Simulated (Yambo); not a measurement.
## How GW settings move the gap: PtS$_{2}$

G0W0@PBEsol for PtS₂ (CdI2 type, space group P-3m1, No. 164) in Yambo. Reference settings: 6×6×4 Γ-centred k mesh, bands 5 to 116 and a 8 Ry block in the screening, 116 bands in G with the Bruneval-Gonze terminator, plasmon pole fitted at 27.2 eV. The PBEsol gap (0, 0.167, 0.25) → (0, 0.333, 0.25) on this mesh is 1.26 eV; G0W0 gaps are taken between the same points.

| change from the reference | G0W0 gap (0, 0.167, 0.25) → (0, 0.333, 0.25) (eV) | shift of the valence edge (eV) | rough Yambo cost |
|---|---|---|---|
| reference settings | 2.00 | -0.40 | 1 |
| 44 bands in W, 44 bands in G | 2.01 | -0.14 | about 1/3 |
| 75 bands in W, 75 bands in G | 2.00 | -0.32 | within a factor of two |
| 44 bands in G | 2.00 | -0.34 | – |
| 75 bands in G | 2.00 | -0.39 | – |
| 55 bands in W | 2.00 | -0.26 | about 1/2 |
| 3 Ry block | 1.88 | -0.08 | within a factor of two |
| 2 Ry block | 1.87 | -0.07 | within a factor of two |
| pole fitted at 10 eV | 1.96 | -0.25 | – |
| no random integration | 1.99 | -0.27 | – |
| 44 bands in G, no terminator | 2.08 | 0.20 | – |
| no terminator | 2.04 | -0.28 | – |

The reference isn't shown to be the converged limit. Costs are rough (shared machines), scaled to the same edge states, and given only for runs that recompute the screening. The mesh misses a band edge: along a dense path the PBEsol gap is 1.15 eV against 1.26 eV on the mesh.

Without spin-orbit coupling, band edges of such heavy elements can be off by tenths of an eV.

Geometry of the Materials Project entry, not relaxed at this level; primitive cell a = b = 3.549 Å, c = 5.597 Å, α = β = 90.00°, γ = 120.00°.

A shift is the quasiparticle energy of the state minus its PBEsol energy.

The distance between layers or molecules is the database entry's, not relaxed here. Functionals without dispersion can leave it too large, which widens gaps and weakens the response across layers: the numbers belong to this cell.
